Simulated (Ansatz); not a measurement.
BeNi (CsCl type, Pm-3m), a = b = c = 2.5882 Å, α = β = γ = 90.00°.

Relaxed with r²SCAN.

Task: Which orbitals make up the states near the Fermi level in r²SCAN (plane waves, PAW; program Ansatz)?

Result: Within 0.5 eV of the Fermi level: Ni 3d 59 %, Ni 4s 17 %, Be 2s 5 %, outside the projected shells 19 %. Projections are on Löwdin-orthogonalised atomic valence shells; empty p or d shells of many metals are not among them.

Task: Tabulate the density of states.

Result: States/eV per cell of 2 atoms, in 0.25 eV bins, energy from the Fermi level.

```
E (eV)  total  Ni 3d  Ni 4s  Be 2s
------  -----  -----  -----  -----
-7.85    0.30   0.02   0.16   0.11
-7.60    0.32   0.03   0.17   0.11
-7.35    0.37   0.05   0.20   0.12
-7.10    0.40   0.06   0.21   0.12
-6.85    0.39   0.07   0.20   0.12
-6.60    0.39   0.08   0.18   0.12
-6.35    0.40   0.09   0.17   0.12
-6.10    0.42   0.11   0.15   0.13
-5.85    0.47   0.16   0.14   0.14
-5.60    0.61   0.28   0.11   0.19
-5.35    1.60   0.89   0.07   0.57
-5.10    1.00   0.60   0.07   0.25
-4.85    0.76   0.44   0.10   0.14
-4.60    1.29   0.86   0.16   0.12
-4.35    1.79   1.25   0.21   0.11
-4.10    1.85   1.37   0.17   0.10
-3.85    1.97   1.62   0.08   0.08
-3.60    2.69   2.42   0.03   0.03
-3.35    2.70   2.44   0.00   0.01
-3.10    1.55   1.33   0.00   0.02
-2.85    1.34   1.15   0.01   0.02
-2.60    3.96   3.58   0.04   0.09
-2.35    2.53   2.37   0.03   0.04
-2.10    4.63   4.36   0.09   0.07
-1.85    4.83   4.55   0.08   0.07
-1.60    3.42   3.18   0.05   0.07
-1.35    1.18   0.99   0.04   0.06
-1.10    0.75   0.58   0.04   0.05
-0.85    0.62   0.49   0.03   0.04
-0.60    0.31   0.19   0.03   0.03
-0.35    0.35   0.21   0.03   0.03
-0.10    0.58   0.35   0.08   0.02
0.15     1.17   0.73   0.23   0.04
0.40     0.82   0.43   0.15   0.06
0.65     0.69   0.31   0.12   0.06
0.90     0.60   0.24   0.10   0.06
1.15     0.55   0.19   0.08   0.06
1.40     0.50   0.16   0.07   0.06
1.65     0.46   0.13   0.06   0.05
1.90     0.43   0.11   0.05   0.05
2.15     0.39   0.09   0.04   0.04
2.40     0.36   0.07   0.04   0.04
2.65     0.33   0.06   0.03   0.03
2.90     0.29   0.05   0.03   0.03
3.15     0.26   0.04   0.02   0.02
3.40     0.23   0.03   0.02   0.02
3.65     0.19   0.02   0.01   0.02
3.90     0.15   0.02   0.01   0.01
4.15     0.12   0.01   0.01   0.01
4.40     0.10   0.01   0.01   0.01
4.65     0.10   0.01   0.01   0.01
```

The first step of the workflow began from a Materials Project structure, measured or hypothetical; the Crystallography Open Database copy checked does not list it. With Be and Ni taken as one species the cell has the higher symmetry Im-3m, so it may be an ordered model of a mixed-site phase. Its standing as an ambient phase is unchecked. The cell was relaxed with r²SCAN under the symmetry of its start; of distortions, only those at the zone centre were tested. No spin polarisation was allowed.

Potentials: the later of the program's two PAW sets.
